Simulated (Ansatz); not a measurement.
A geometry of Cu away from equilibrium: step 14 of the relaxation of a randomly generated symmetric cell of Cu (space group No. 51). Calculation: PBEsol (plane waves to 420 eV, PAW, scalar-relativistic; Ansatz, an electronic-structure program). Γ-centred k-mesh 10×10×7 on the run's cell (coarser than for final values), Fermi–Dirac smearing 0.05 eV.

```yaml
crystal:
  lattice:
    - [3.95234, 0.00000, 0.00000]
    - [0.00000, 2.38643, 0.00000]
    - [0.00000, 0.00000, 4.94618]
  atoms:
    - { symbol: Cu, position: [0.75000, 0.50000, 0.87500] }
    - { symbol: Cu, position: [0.25000, 0.50000, 0.12500] }
    - { symbol: Cu, position: [0.75000, 0.50000, 0.37500] }
    - { symbol: Cu, position: [0.25000, 0.50000, 0.62500] }
```

Task: Which atoms carry the largest force, and which way does it point?

Result: No atom: all forces are below 0.005 eV/Å; only the cell is out of equilibrium.

Task: What is the pressure?

Result: +10.2 GPa, compression positive.

Task: How much energy per atom can still be gained by relaxing?

Result: 0.05 eV/atom; the path ends in P6/mmm (No. 191) (AFLOW prototype A_hP1_191_a (A_f, as in Sn)).

No spin polarisation in the result.

The run could not lose the symmetry of its start, so the end can be a saddle point.

The end of the path is a generated cell of Cu: the first start was made by a random draw of sites in a space group, and the end was not matched to a known phase here, so it may be hypothetical. Known forms of Cu include space group No. 225.
